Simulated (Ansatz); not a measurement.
Cells of GeMo relaxed with r2SCAN (plane waves to 500 eV, PAW, scalar-relativistic; Ansatz, a quantum-chemistry and plane-wave program), each with a space-group label. One label is wrong.

**A**, labelled P2₁3 (No. 198)
```
CELL_PARAMETERS angstrom
      4.97087     0.00000     0.00000
      0.00000     4.97087     0.00000
      0.00000     0.00000     4.97087
ATOMIC_POSITIONS crystal
  Ge 0.84721 0.84721 0.84721
  Ge 0.34721 0.65279 0.15279
  Ge 0.15279 0.34721 0.65279
  Ge 0.65279 0.15279 0.34721
  Mo 0.13627 0.13627 0.13627
  Mo 0.63627 0.36373 0.86373
  Mo 0.86373 0.63627 0.36373
  Mo 0.36373 0.86373 0.63627
```

**B**, labelled P6₃/mmc (No. 194)
```
CELL_PARAMETERS angstrom
      0.00000     2.55654     2.55654
      2.55654     0.00000     2.55654
      2.55654     2.55654     0.00000
ATOMIC_POSITIONS crystal
  Ge 0.00000 0.00000 0.00000
  Mo 0.50000 0.50000 0.50000
```

**C**, labelled Pnma (No. 62)
```xyz
8
Lattice="6.0116 0.0000 0.0000 0.0000 3.2495 0.0000 0.0000 0.0000 6.5978" Properties=species:S:1:pos:R:3 pbc="T T T"
Mo     0.0404     0.8124     1.1327
Mo     3.0462     0.8124     2.1662
Mo     5.9712     2.4371     5.4651
Mo     2.9654     2.4371     4.4316
Ge     1.0204     0.8124     3.7103
Ge     4.0262     0.8124     6.1864
Ge     4.9913     2.4371     2.8875
Ge     1.9854     2.4371     0.4114
```

**D**, labelled Pmma (No. 51)
```
CELL_PARAMETERS angstrom
      7.92175     0.00000     0.00000
      0.00000     4.26722     0.00000
      0.00000     0.00000     4.65742
ATOMIC_POSITIONS crystal
  Ge 0.50000 0.50000 0.00000
  Ge 0.00000 0.50000 0.00000
  Ge 0.75000 0.00000 0.74478
  Ge 0.25000 0.00000 0.25522
  Mo 0.58382 0.00000 0.25938
  Mo 0.91618 0.00000 0.25938
  Mo 0.41618 0.00000 0.74062
  Mo 0.08382 0.00000 0.74062
```

Q: Which label is wrong, and what should it be (tolerance 0.01 Å)?

A: B: its symmetry is Fm-3m (No. 225), cF8, rock salt type; a = b = c = 5.113 Å, α = β = γ = 90.00°.

Each run could gain symmetry but not lose that of its start, so entries can be saddle points. All of these are generated cells (placed on structure types, drawn at random, substituted or restacked) that were not matched to a known phase here.

No spin polarisation in the result.
